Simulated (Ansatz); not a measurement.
GaP (zinc blende)

```
CELL_PARAMETERS angstrom
      0.00000     2.71949     2.71949
      2.71949     0.00000     2.71949
      2.71949     2.71949     0.00000
ATOMIC_POSITIONS crystal
  P  0.75000 0.75000 0.75000
  Ga 0.00000 0.00000 0.00000
```

The slice is a {100} plane (indices of the conventional cell) through the point (0.750, 0.750, 0.750) (fractional), spanned by u = [100] and v = [0 1 -1] in vectors of this cell: u (3.85 Å) and v (3.85 Å, at 90° to u). It covers one period; positions are fractions (u, v).

Calculation: PBEsol (plane waves to 420 eV, PAW, scalar-relativistic; Ansatz, a first-principles code). k mesh 11×11×11. Near the nuclei the fields are pseudised (PAW); where an atom keeps semicore shells as valence, they peak there. GaP was relaxed with its symmetry unable to fall. The PAW data are Ansatz's earlier set.

Q: Predict the map of the electrostatic potential energy of an electron, from the cell's mean on the slice.

A: 
```
|xxxxxxxxxxxxxx3355667766666677665533xxxxxxxxxxxx|
|xxxxxxxxxxxx00336677777777777777663300xxxxxxxxxx|
|xxxxxxxxxxxx11556677777777777777665511xxxxxxxxxx|
|xxxxxxxxxx004466778888888888888877664400xxxxxxxx|
|xxxxxxxx0033667788888888888888888877663300xxxxxx|
|xxxx001144667788889999999999999988887766441100xx|
|223333556677888899999999999999999988887766553333|
|555566667788889999999999999999999999888877666655|
|666677778888999999999999999999999999998888777766|
|667777778888999999999999999999999999998888777777|
|666677778888999999999999999999999999998888777766|
|666677778888999999999999999999999999998888777766|
|666677778888999999999999999999999999998888777766|
|667777778888999999999999999999999999998888777777|
|666677778888999999999999999999999999998888777766|
|555566667788889999999999999999999999888877666655|
|223333556677888899999999999999999988887766553333|
|xxxx001144667788889999999999999988887766441100xx|
|xxxxxxxx0033667788888888888888888877663300xxxxxx|
|xxxxxxxxxx004466778888888888888877664400xxxxxxxx|
|xxxxxxxxxxxx11556677777777777777665511xxxxxxxxxx|
|xxxxxxxxxxxx00336677777777777777663300xxxxxxxxxx|
|xxxxxxxxxxxxxx3355667766666677665533xxxxxxxxxxxx|
|xxxxxxxxxxxxxx2255666666666666665522xxxxxxxxxxxx|
```
Scale: ten equal steps from -3.00 (start of '0') to 5.57 (end of '9'), in the order '0123456789'. Values: electrostatic potential energy of an electron, from the cell's mean, in eV. The map has 24 points along u (two characters each, u = 0 at the left) and 24 along v (v = 0 in the bottom row). Points within 1 Å of a nucleus are blanked (x), as the pseudised field means little there. Values under -3 eV are set to -3. The zero, the cell's mean, hangs on the PAW cores.
